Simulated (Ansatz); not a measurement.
# MgRe2Si2: reading a single point

```
Si Re Mg
1.0
     3.65626    0.00000    0.00000
    -1.82813    3.16641    0.00000
     0.00000    0.00000    6.29802
Si Re Mg
2 2 1
Direct
  0.33333 0.66667 0.37730
  0.66667 0.33333 0.62270
  0.33333 0.66667 0.73460
  0.66667 0.33333 0.26540
  0.00000 0.00000 0.00000
```

Level: PBE, no spin polarisation; 420 eV; 11×11×6 Γ-centred mesh; fermi-dirac occupations (width 0.1 eV); Ansatz 0.2.0, fixed geometry.

Charges: Bader charges in e: Mg +1.46, Si +1.72, Re -2.45. In the mean Si gives up most and Re takes most.
Forces: The largest is on Re3 (and as large on other atoms): 5.95 eV/Å, components (0.00, 0.00, 5.95). It makes 108° with the line to a nearest neighbour, Si2 at 2.23 Å.
At the Fermi level: It is a metal, with about 4.6 states/eV a cell as the mean within 0.25 eV of the Fermi level, mostly Re d (79 %).
Formation energy: 1.11 eV an atom against the elements' usual phases (free molecules for gases, crystals otherwise, with no correction for O₂ or N₂), so at this geometry it isn't bound against them. Relaxing would lower it.

Origin: a known structure type with other elements, at an estimated volume, so it need not be a known compound. Caveats: atoms or cell far from equilibrium.
